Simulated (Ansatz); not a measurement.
The relaxed structure here is a generated cell of In2O3: the first start was made by placing the elements on the sites of a structure type, and the end was not matched to a known phase here, so it may be hypothetical. Known forms of In2O3 include space group No. 206.

The end point of a relaxation of In$_{2}$O$_{3}$. Space group Pnma (No. 62). The numbers are results of r2SCAN (plane waves to 500 eV, PAW, scalar-relativistic; Ansatz, a first-principles code), not measurements.

Space group Pnma (No. 62); a = 7.605 Å, b = 3.081 Å, c = 10.190 Å, α = β = γ = 90.00°

| atom | site | symmetry | x | y | z |
|---|---|---|---|---|---|
| In | 4c | .m. | 0.0154 | 0.7500 | 0.2402 |
| In | 4c | .m. | 0.2257 | 0.2500 | 0.4980 |
| O | 4c | .m. | 0.2384 | 0.2500 | 0.8511 |
| O | 4c | .m. | 0.4541 | 0.2500 | 0.1102 |
| O | 4c | .m. | 0.1016 | 0.2500 | 0.1060 |

Problem. What is the computed band gap (r2SCAN)?

Solution. 1.12 eV, indirect (valence top at k = (0, 0.2222, 0), conduction bottom at Γ) (no spin-orbit coupling).

Problem. Predict the smallest direct gap from r2SCAN.

Solution. 1.21 eV at Γ.

No spin polarisation in the result.

The run could not lose the symmetry of its start: the end is stationary, and may be a saddle point rather than a minimum.
